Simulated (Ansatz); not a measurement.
A relaxation computed with Ansatz, from input to last step.

```yaml
crystal:
  lattice:
    - [4.1034677681, 0.0, 0.0]
    - [0.0, 4.1034677681, 0.0]
    - [0.0, 0.0, 5.9074143198]
  atoms:
    - { symbol: Zr, position: [0.0, 0.5, 0.203] }
    - { symbol: Zr, position: [0.0, 0.5, 0.703] }
    - { symbol: Zr, position: [0.5, 0.0, 0.297] }
    - { symbol: Zr, position: [0.5, 0.0, 0.797] }
    - { symbol: O, position: [0.0, 0.0, 0.0] }
    - { symbol: O, position: [0.5, 0.5, 0.5] }
basis:
  ecutwfc: 500
kpoints:
  mp_grid: { grid: [4, 4, 4] }
hamiltonian:
  xc: r2scan
scf:
  occupations: { method: gaussian, width: 0.1 }
  lower_state_search: "off"
output:
  forces: true
  stress: true
  eigenvalues: true
relax:
  adjacent_minimum: "off"
  f_tol: 0.04
  max_steps: 70
  cell: { stress_tol: 0.4 }
```

```bash
ansatz run input.yaml --threads 1 --pin off --max-ram 3072MiB --backend cpu --events-out ev --progress --plain --runs-dir out
```

Computed with Ansatz 0.2.0, DFT r2SCAN, scalar-relativistic, plane waves, PAW.

Of 30 frames 10 are shown, positions in Å and forces in eV/Å; the SCF threshold varies from step to step. Steps run on the plane waves of an earlier cell, with a Pulay correction in the pressure. The basis is chosen afresh for the last frame, the zero of the energies, and at times for earlier ones too; energy and pressure step there, also at an unchanged geometry. Here that happened at steps 15 (-18 meV/atom, 1.0 GPa), 23 (-4 meV/atom, 0.3 GPa); the frames before carry an error of that size. The mark taken_back stands on steps that the optimiser undid.

```xyz
6
Lattice="4.1035 0.0000 0.0000 0.0000 4.1035 0.0000 0.0000 0.0000 5.9074" Properties=species:S:1:pos:R:3:forces:R:3 pbc="T T T" step=1 free_energy_over_end_meV_per_atom=798.27 pressure_GPa=-6.48
Zr    0.0000    2.0517    1.1992    0.0000    0.0000   -0.7439
Zr    0.0000    2.0517    4.1529    0.0000    0.0000   -0.7439
Zr    2.0517    0.0000    1.7545    0.0000    0.0000    0.7439
Zr    2.0517    0.0000    4.7082    0.0000    0.0000    0.7439
O     0.0000    0.0000    0.0000    0.0000    0.0000    0.0000
O     2.0517    2.0517    2.9537    0.0000    0.0000    0.0000
6
Lattice="4.0790 0.0000 0.0000 0.0000 4.0790 0.0000 0.0000 0.0000 5.7134" Properties=species:S:1:pos:R:3:forces:R:3 pbc="T T T" step=4 free_energy_over_end_meV_per_atom=382.92 pressure_GPa=11.09
Zr    0.0000    2.0395    0.6512    0.0000    0.0000   -0.1221
Zr    0.0000    2.0395    3.5079    0.0000    0.0000   -0.1221
Zr    2.0395    0.0000    2.2055    0.0000    0.0000    0.1221
Zr    2.0395    0.0000    5.0622    0.0000    0.0000    0.1221
O     0.0000    0.0000    0.0000    0.0000    0.0000    0.0000
O     2.0395    2.0395    2.8567    0.0000    0.0000    0.0000
6
Lattice="4.0069 0.0000 0.0000 0.0000 4.0069 0.0000 0.0000 0.0000 6.5915" Properties=species:S:1:pos:R:3:forces:R:3 pbc="T T T" step=7 free_energy_over_end_meV_per_atom=174.15 pressure_GPa=0.84
Zr    0.0000    2.0035    0.7013    0.0000    0.0000   -0.0425
Zr    0.0000    2.0035    3.9970    0.0000    0.0000   -0.0425
Zr    2.0035    0.0000    2.5945    0.0000    0.0000    0.0425
Zr    2.0035    0.0000    5.8902    0.0000    0.0000    0.0425
O     0.0000    0.0000    0.0000    0.0000    0.0000    0.0000
O     2.0035    2.0035    3.2958    0.0000    0.0000    0.0000
6
Lattice="3.8146 0.0000 0.0000 0.0000 3.8146 0.0000 0.0000 0.0000 7.7558" Properties=species:S:1:pos:R:3:forces:R:3 pbc="T T T" step=11 free_energy_over_end_meV_per_atom=139.86 pressure_GPa=-2.21
Zr    0.0000    1.9073    0.8717    0.0000    0.0000   -0.2982
Zr    0.0000    1.9073    4.7496    0.0000    0.0000   -0.2982
Zr    1.9073    0.0000    3.0062    0.0000    0.0000    0.2982
Zr    1.9073    0.0000    6.8841    0.0000    0.0000    0.2982
O     0.0000    0.0000    0.0000    0.0000    0.0000    0.0000
O     1.9073    1.9073    3.8779    0.0000    0.0000    0.0000
6
Lattice="3.7997 0.0000 0.0000 0.0000 3.7997 0.0000 0.0000 0.0000 7.7241" Properties=species:S:1:pos:R:3:forces:R:3 pbc="T T T" step=14 free_energy_over_end_meV_per_atom=137.05 pressure_GPa=0.00
Zr    0.0000    1.8999    0.8567    0.0000    0.0000   -0.0032
Zr    0.0000    1.8999    4.7188    0.0000    0.0000   -0.0032
Zr    1.8999    0.0000    3.0054    0.0000    0.0000    0.0032
Zr    1.8999    0.0000    6.8674    0.0000    0.0000    0.0032
O     0.0000    0.0000    0.0000    0.0000    0.0000    0.0000
O     1.8999    1.8999    3.8621    0.0000    0.0000    0.0000
6
Lattice="3.7406 0.0000 0.0000 0.0000 3.7406 0.0000 0.0000 0.0000 8.0885" Properties=species:S:1:pos:R:3:forces:R:3 pbc="T T T" step=17 free_energy_over_end_meV_per_atom=103.64 pressure_GPa=0.59
Zr    0.0000    1.8703    0.9126    0.0000    0.0000    0.1014
Zr    0.0000    1.8703    4.9569    0.0000    0.0000    0.1014
Zr    1.8703    0.0000    3.1316    0.0000    0.0000   -0.1014
Zr    1.8703    0.0000    7.1759    0.0000    0.0000   -0.1014
O     0.0000    0.0000    0.0000    0.0000    0.0000    0.0000
O     1.8703    1.8703    4.0443    0.0000    0.0000    0.0000
6
Lattice="3.5572 0.0000 0.0000 0.0000 3.5572 0.0000 0.0000 0.0000 8.9472" Properties=species:S:1:pos:R:3:forces:R:3 pbc="T T T" step=20 free_energy_over_end_meV_per_atom=30.62 pressure_GPa=0.58
Zr    0.0000    1.7786    1.0892    0.0000    0.0000   -0.0706
Zr    0.0000    1.7786    5.5628    0.0000    0.0000   -0.0706
Zr    1.7786    0.0000    3.3843    0.0000    0.0000    0.0706
Zr    1.7786    0.0000    7.8579    0.0000    0.0000    0.0706
O     0.0000    0.0000    0.0000    0.0000    0.0000    0.0000
O     1.7786    1.7786    4.4736    0.0000    0.0000    0.0000
6
Lattice="3.4552 0.0000 0.0000 0.0000 3.4552 0.0000 0.0000 0.0000 9.5571" Properties=species:S:1:pos:R:3:forces:R:3 pbc="T T T" step=24 free_energy_over_end_meV_per_atom=10.53 pressure_GPa=0.13
Zr    0.0000    1.7276    1.1752    0.0000    0.0000   -0.0553
Zr    0.0000    1.7276    5.9538    0.0000    0.0000   -0.0553
Zr    1.7276    0.0000    3.6034    0.0000    0.0000    0.0553
Zr    1.7276    0.0000    8.3819    0.0000    0.0000    0.0553
O     0.0000    0.0000    0.0000    0.0000    0.0000    0.0000
O     1.7276    1.7276    4.7786    0.0000    0.0000    0.0000
6
Lattice="3.2120 0.0000 0.0000 0.0000 3.2120 0.0000 0.0000 0.0000 10.3054" Properties=species:S:1:pos:R:3:forces:R:3 pbc="T T T" step=27 free_energy_over_end_meV_per_atom=30.90 pressure_GPa=4.63 taken_back
Zr    0.0000    1.6060    1.3754    0.0000    0.0000   -0.3688
Zr    0.0000    1.6060    6.5281    0.0000    0.0000   -0.3688
Zr    1.6060    0.0000    3.7773    0.0000    0.0000    0.3688
Zr    1.6060    0.0000    8.9300    0.0000    0.0000    0.3688
O     0.0000    0.0000    0.0000    0.0000    0.0000    0.0000
O     1.6060    1.6060    5.1527    0.0000    0.0000    0.0000
6
Lattice="3.3393 0.0000 0.0000 0.0000 3.3393 0.0000 0.0000 0.0000 10.1536" Properties=species:S:1:pos:R:3:forces:R:3 pbc="T T T" step=30 free_energy_over_end_meV_per_atom=0.00 pressure_GPa=-0.05
Zr    0.0000    1.6696    1.2686    0.0000    0.0000   -0.0044
Zr    0.0000    1.6696    6.3454    0.0000    0.0000   -0.0044
Zr    1.6696    0.0000    3.8082    0.0000    0.0000    0.0044
Zr    1.6696    0.0000    8.8850    0.0000    0.0000    0.0044
O     0.0000    0.0000    0.0000    0.0000    0.0000    0.0000
O     1.6696    1.6696    5.0768    0.0000    0.0000    0.0000
```

The start puts this composition into another compound's structure type, which needn't suit it. At the end the space group is P4_2/nmc (tolerance 0.05 Å).

The run took 4.9 min on 1 thread of Arm Neoverse V2 (shared host), peak memory 0.63 GiB.

The k mesh is coarse.